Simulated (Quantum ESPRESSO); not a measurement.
Band energies of CsLiSO5H4

```
CsLiSO5H4
1.0
    6.06529    -2.87018     0.00000
    6.06529     2.87018     0.00000
   -1.56814     0.00000     4.54955
H Li O S Cs
4 1 5 1 1
Direct
  0.37029   0.10029   0.76668
  0.10029   0.37029   0.76668
  0.54162   0.54162   0.44433
  0.54203   0.54203   0.78062
  0.32310   0.32310   0.37051
  0.49084   0.49084   0.57055
  0.56153   0.99119   0.12855
  0.99119   0.56153   0.12855
  0.22424   0.22424   0.63074
  0.60538   0.60538   0.16259
  0.74084   0.74084   0.27404
  0.99963   0.99963   0.99988
```

norm-conserving LDA (Quantum ESPRESSO, 84 Ry, scalar-relativistic); path XΓY,LΓZ,NΓM,RΓ; energies in eV from the valence-band maximum.

```csv
k (1/Å),point,band 22,band 23,band 24,band 25,band 26,band 27,band 28,band 29
0.00,X,-2.22,-1.79,-1.71,-0.91,-0.06,5.00,5.40,6.20
0.23,,-2.20,-1.79,-1.72,-0.91,-0.15,4.93,5.26,6.05
0.46,,-2.15,-1.78,-1.75,-0.91,-0.38,4.48,5.24,5.84
0.69,Γ,-2.13,-1.78,-1.76,-0.91,-0.53,4.24,5.13,5.76
0.89,,-2.15,-1.82,-1.74,-0.95,-0.46,4.35,5.25,5.54
1.10,,-2.17,-1.84,-1.70,-1.00,-0.35,4.48,5.21,5.67
1.30,Y,-2.19,-1.83,-1.69,-1.02,-0.30,4.46,5.19,5.92
1.30,L,-2.19,-1.98,-1.76,-1.01,-0.04,5.45,5.60,6.07
1.52,,-2.17,-1.94,-1.76,-1.01,-0.09,5.29,5.62,6.08
1.94,,-2.15,-1.80,-1.75,-0.93,-0.42,4.45,5.24,5.69
2.16,Γ,-2.13,-1.78,-1.76,-0.91,-0.53,4.24,5.13,5.76
2.56,,-2.17,-1.84,-1.70,-1.00,-0.35,4.48,5.21,5.67
2.77,Z,-2.19,-1.83,-1.69,-1.02,-0.30,4.46,5.19,5.92
2.77,N,-2.19,-1.98,-1.76,-1.01,-0.04,5.45,5.60,6.07
2.94,,-2.17,-1.95,-1.76,-1.01,-0.07,5.34,5.63,6.06
3.11,,-2.16,-1.89,-1.75,-0.99,-0.15,5.07,5.52,6.02
3.45,,-2.15,-1.79,-1.75,-0.92,-0.45,4.38,5.20,5.70
3.62,Γ,-2.13,-1.78,-1.76,-0.91,-0.53,4.24,5.13,5.76
3.99,,-2.23,-1.78,-1.74,-0.82,-0.45,4.35,5.71,5.75
4.17,M,-2.26,-1.77,-1.74,-0.79,-0.43,4.43,5.70,5.75
4.17,R,-2.26,-1.95,-1.70,-0.80,0.00,5.00,5.83,6.14
4.35,,-2.32,-1.90,-1.70,-0.82,-0.07,4.97,5.79,6.09
4.53,,-2.26,-1.84,-1.72,-0.86,-0.26,4.77,5.56,5.96
4.90,Γ,-2.13,-1.78,-1.76,-0.91,-0.53,4.24,5.13,5.76
```

The LDA gap is indirect, 4.24 eV, from R to Γ; the smallest direct gap is 4.75 eV.

Geometry of the Materials Project entry, not relaxed at this level.
